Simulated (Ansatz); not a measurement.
Ansatz (a program for electronic structure) input:

Ansatz 0.2 input:
```yaml
crystal:
  lattice:
    - [4.0396005423, 0.0, 0.0]
    - [0.0, 4.0396005423, 0.0]
    - [0.0, 0.0, 4.0396005423]
  atoms:
    - { symbol: Sn, position: [0.0, 0.0, 0.0] }
    - { symbol: Ta, position: [0.5, 0.5, 0.5] }
    - { symbol: O, position: [0.0, 0.5, 0.5] }
    - { symbol: O, position: [0.5, 0.0, 0.5] }
    - { symbol: O, position: [0.5, 0.5, 0.0] }
kpoints:
  mp_grid: { grid: [10, 10, 10] }
hamiltonian:
  xc: r2scan
  pseudopotentials: { kind: paw }
scf:
  occupations: { method: gaussian, width: 0.05 }
checkpoint: { read: metal.run }
output: { write_density: true, elf: true, volumetric_format: npy }
basis: { fft_grid_basis: typed }
```

Output (shortened):

```
Pseudopotential: Sn, paw, valence charge 14
Pseudopotential: Ta, paw, valence charge 13
Pseudopotential: O, paw, valence charge 6
Functional definition: r2SCAN
Crystal: 5 atoms, lattice volume = 65.920 Å³
Basis set: ecut = 500 eV, 1743 PW (Γ), exchange–correlation on 120×120×120 points (64 copies of the dense FFT grid, shifted against one another)
Bands: 33, of which v1, the nominal top of the filled ones, is band 23 counted from 1 (22 counted from 0)
Symmetry: 48 space group operations
Space group: Pm-3m (ITA 221), of the structure as read, at distance tolerance 4.0e-5 Å
k-points: 56 of 1000
Stability of the state it starts from, as read at its close in the unpolarized treatment …
iter 1 solved again at ethr=4.86e-9 eV; its pass at ethr=3.10e-3 eV (dr2=2.19e-6 eV) is discarded
SCF iter   1: F=—  HF=-17691.186159 eV  |F-HF|=—  |Δ(HF+E_count)|=         —  Δρ=3.26e-7  dr2=9.35e-11  dr2_τ=2.38e-12  ethr=4.86e-9  ⟨swp⟩=4.1  Hψ=14363  notcnv=0
preconditioner: auto → Resta (q_TF=auto, 2.560 Å⁻¹)
SCF iter   2: F=-17691.186159 eV  HF=-17691.186159 eV  |F-HF|=1.46e-11  |Δ(HF+E_count)|=   7.25e-8  Δρ=1.93e-7  dr2=2.62e-11  dr2_τ=2.35e-12  ethr=1.00e-12  ⟨swp⟩=5.9  Hψ=6076  notcnv=0
SCF 1 converged in 2 iterations: F = -17691.186159 eV  dr2 = 2.62e-11
SCF converged after 2 iterations
Free energy (F): -17691.186159 eV
Harris-Foulkes:  -17691.186159 eV  (|F-HF|=1.46e-11)
Internal energy: -17691.185059 eV  (E = F + TS)
E sigma→0 (E₀):  -17691.185609 eV
Entropy (-TS):   -0.001100 eV (-0.220 meV/atom)
Fermi energy:    13.902694 eV
--- Per-component energies (eV) ---
  E_band       = -253.105199
  E_kinetic    = 1078.997302
  E_local      = -2328.652569  (includes V_loc(G=0)·N_el)
  E_nonlocal   = 122.135203
  E_hartree    = 1032.292058
  E_xc         = -801.306249
  E_vxc        = -644.458315  (∫ρ·V_xc dr)
  E_paw        = -13054.789391  (= ΣΔE_a)
  E_vpaw       = -583.299741  (= ΣTr[D̂ρ^β])
  E_aug_tail   = 0.003176  (compensation charges beyond the density's cutoff)
  E_vtau       = 37.585501  (kinetic-family band-sum trace: ∫τ·v_τ [+ j·A + Jᵃ·Aᵃ] dr)
  E_ewald      = -3739.747805
  E_core_change = -0.116783  (= ΣΔE_core)
  E_smearing   = -0.001100  (= −TS)
  E_closure    = 0.000000  (closes the sum)
  Σ components = -17691.186159   (vs F -17691.186159, Δ=0.00e0)
  [band-id]    e_kinetic+e_local+e_nonlocal+2·e_hartree+e_vxc+e_vpaw+e_augmentation_tail+e_vtau = -253.105327   (vs E_band -253.105199, Δ=-1.28e-4)
--- Band table (eV; the first three rows and the last of 56) ---
  k-point 0: bands = ["-58.3177", "-24.2048", "-24.2048", "-24.2048", "-10.2830", "-10.2830", "-10.2379", "-10.2379", "-10.2379", "-8.7301", "-7.8205", "-7.8205", "6.0002", "6.7150", "6.7150", "6.7150", "8.6548", "8.6548", "8.6548", "9.0092", "9.0092", …
  k-point 1: bands = ["-58.3177", "-24.2143", "-24.2044", "-24.2044", "-10.2808", "-10.2796", "-10.2387", "-10.2387", "-10.2378", "-8.6839", "-7.8221", "-7.7758", "5.6147", "6.7310", "6.7310", "6.9645", "8.5456", "8.5456", "8.6220", "8.8114", "8.9766", …
  k-point 2: bands = ["-58.3176", "-24.2390", "-24.2036", "-24.2036", "-10.2750", "-10.2706", "-10.2409", "-10.2409", "-10.2376", "-8.5769", "-7.8264", "-7.6371", "5.0767", "6.6921", "6.7739", "6.7739", "8.2449", "8.2449", "8.5378", "8.9048", "8.9624", …
  k-point 55: bands = ["-58.3164", "-24.2949", "-24.2949", "-24.2949", "-10.2817", "-10.2817", "-10.2817", "-10.2232", "-10.2232", "-6.9836", "-6.9836", "-6.9836", "4.5800", "4.7843", "4.7843", "4.7843", "4.8854", "4.8854", "6.5262", "9.7135", "9.7135", …
```

Cost: about 7 core-seconds (a rough figure) on shared cores.

The workflow started from an entry of the Crystallography Open Database (COD). Whether it is the stable phase at ambient conditions was not checked. The r²SCAN relaxation kept the symmetry of its start; whether a distortion lowers the energy is not shown. The run is not spin-polarised. With an odd number of electrons in the cell and no spin polarisation, the count alone makes it a metal. Spin–orbit coupling is left out wherever it is not named.

Potentials: the later of the program's two PAW sets.

Ansatz is a plane-wave DFT program.
